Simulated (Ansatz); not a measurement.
# BiPt: pressure against volume

BiPt, P6_3/mmc, a = 4.380 Å, c = 5.539 Å. The structure is a COD entry; whether it is the stable form wasn't checked. Ansatz: r2SCAN, PAW, 500 eV, Γ-centred 12×12×8 mesh on 4 atoms, Gaussian smearing 0.10 eV; no spin polarisation. Shape and atoms are relaxed at each volume; pressure is positive in compression.

```tsv
V (Å³/atom)	P (GPa)
20.246	?
20.936	14.18
21.626	8.59
22.317	3.90
23.007	0.00
23.697	-3.25
24.387	-5.95
25.307	-8.87
```

Take V0 = 23.007 Å³/atom, fit the third-order Birch–Murnaghan form to the other rows, and predict the missing pressure.

With the Eulerian strain f = ½[(V0/V)^(2/3) − 1] and y = P/[3f(1 + 2f)^(5/2)], the form is the line y = B0 + 1.5 B0 (B0′ − 4) f. Rows (f, y): 0.03245, 124.5; 0.02107, 122.6; 0.01025, 120.6; -0.00975, 116.7; -0.01905, 114.7; -0.03077, 112.6. Means f = 0.0007000, y = 118.62; Σ(Δf)² = 0.003004, ΣΔfΔy = 0.5736; the slope is their ratio. y = 118.5 + 191.0 f GPa, so B0 = 118.5 GPa and B0′ = 4 + 2 × (191.0)/(3 × 118.5) = 5.07. At V = 20.246, f = 0.04448, y = 127.00 and P = 20.97 GPa. The run gave 20.87 GPa, so the fit is 0.10 GPa too high, a small miss on the scale of the series.

Spin–orbit coupling is left out, which can shift energies with elements as heavy as these.

Cost: 8 runs of about 20 core-minutes in all, on Arm Neoverse V2 (shared hosts).